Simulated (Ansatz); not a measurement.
Problem. Each is relaxed and computed with PBE in the plane-wave PAW code Ansatz. Which alone has a direct gap?
A) AlGa3As4, P-4m2 (Pearson symbol tP8)
B) BAs, P6_422 (B on 3c, As on 3d)
C) AlP, P6_222 (Al on 3d, P on 3c)
D) Ga2O3, corundum

Solution. A, AlGa3As4, P-4m2 (Pearson symbol tP8). AlGa3As4: gap 0.53 eV (direct); Ga2O3: gap 2.40 eV (indirect); BAs: gap 0.48 eV (indirect); AlP: gap 0.95 eV (indirect). Typed or built starts, not in the databases checked: AlGa3As4, P-4m2 (Pearson symbol tP8); BAs, P6_422 (B on 3c, As on 3d); AlP, P6_222 (Al on 3d, P on 3c). Not the usual ambient phase: BAs, P6_422 (B on 3c, As on 3d); AlP, P6_222 (Al on 3d, P on 3c). All cells were relaxed under the symmetry of their starts (and spin orders); stability against distortions was not tested throughout. Scalar-relativistic: spin–orbit coupling is off unless named, which matters more the heavier the elements.

Potentials: the earlier of the program's two PAW sets.
